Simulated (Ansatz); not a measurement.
A trial cell of FeHO, before relaxation:

```
Fe H O
1.0
     2.89246    0.00000    0.00000
     0.00000    2.89246    0.00000
     0.00000    0.00000    6.12360
Fe H O
2 2 2
Direct
  0.00000 0.50000 0.08390
  0.50000 0.00000 0.91610
  0.00000 0.50000 0.65030
  0.50000 0.00000 0.34970
  0.00000 0.50000 0.33000
  0.50000 0.00000 0.67000
```

Level of theory: DFT PBE, scalar-relativistic, plane waves, PAW (Ansatz 0.2.0). Cutoff 420 eV, Gaussian smearing, Γ-centred meshes. Cell and atoms relax first on a coarse mesh and then on a finer one. In between, the cell is made exact in the group found at 0.06 Å. In metals the finer mesh still leaves noise of several meV/atom or more. The steps can't lower the symmetry of their start. Collinear spin, starting moments Fe 4.0 (×2) μB.

A guess keeps its type if space group and coordination stay and the shape of the cell changes little (axis ratios within about 15 %, angles within 6°); the volume may change.

Problem. Does it keep its structure type, or change into something else?

Solution. It doesn't keep its type. The symmetry stays P4/nmm (No. 129). The volume per atom grows by 18.5 %, from 8.5 to 10.1 Å³. The shortest distance goes from 1.51 Å (Fe–O) to 0.98 Å (H–O). The ratio c/a of the conventional cell changes by a factor of 1.19. Counting neighbours within 15 % of an atom's shortest distance, the start has Fe 1, H 5, O 1 and the end Fe 1, H 1, O 1. In detail, at the end Fe is surrounded by 1 O at 1.76 Å; H is surrounded by 1 O at 0.98 Å; O is surrounded by 1 H at 0.98 Å and 1 Fe at 1.76 Å.

```cif
data_structure
_symmetry_space_group_name_H-M 'P4/nmm:1'
_symmetry_Int_Tables_number 129
_cell_length_a 2.8919
_cell_length_b 2.8919
_cell_length_c 7.2621
_cell_angle_alpha 90.000
_cell_angle_beta 90.000
_cell_angle_gamma 90.000
_cell_volume 60.74
loop_
_atom_site_label
_atom_site_type_symbol
_atom_site_symmetry_multiplicity
_atom_site_Wyckoff_symbol
_atom_site_fract_x
_atom_site_fract_y
_atom_site_fract_z
_atom_site_occupancy
Fe1 Fe 2 c 0.00000 0.50000 0.11193 1
H1 H 2 c 0.00000 0.50000 0.48798 1
O1 O 2 c 0.00000 0.50000 0.35365 1
```

The last run used collinear spin, a 14×14×6 mesh (in the run's order of axes) for its 6-atom cell and Gaussian smearing of 0.10 eV. No dispersion correction is applied, so the spacing and binding between layers, chains or molecules are poorly described. No Hubbard U is applied to the 3d shell of Fe. The magnetic state reached may not be the lowest. Symmetry constrained the relaxation, so the result can be a saddle point.
